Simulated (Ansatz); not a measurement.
CdTe (zinc blende, F-43m), the program Ansatz at the r²SCAN level (PAW). The conduction-band minimum lies at Γ, with 1 equivalent valley. Second derivatives d²E/dk² of the lowest band at one valley (eV·Å²), along Cartesian directions:

```tsv
direction	d²E/dk²
[100]	84.61
[010]	84.61
[001]	84.61
[110]	84.51
[101]	84.51
[011]	84.51
```

Task: Find the principal effective masses, the density-of-states mass and the conductivity mass.

Result: Off-diagonal terms follow from H_xy = H[110] − (H_xx + H_yy)/2, and m*/mₑ = 7.620 eV·Å² over each eigenvalue: 0.090, 0.090, 0.090. One valley's DOS mass (m₁m₂m₃)^(1/3) = 0.090, conductivity mass 3/(Σ 1/mᵢ) = 0.090 mₑ.

Task: What effective density of states Nc follows at 300 K for parabolic valleys?

Result: Nc = 2.509e19 × 1 × (0.090)^(3/2) ≈ 6.8e17 cm⁻³.

Symmetry was held in the r²SCAN relaxation. Scalar-relativistic: spin–orbit coupling is off unless named, which matters more the heavier the elements.

Potentials: the later of the program's two PAW sets.

Edges and masses are those of Kohn–Sham bands, whose gap is no quasiparticle gap.
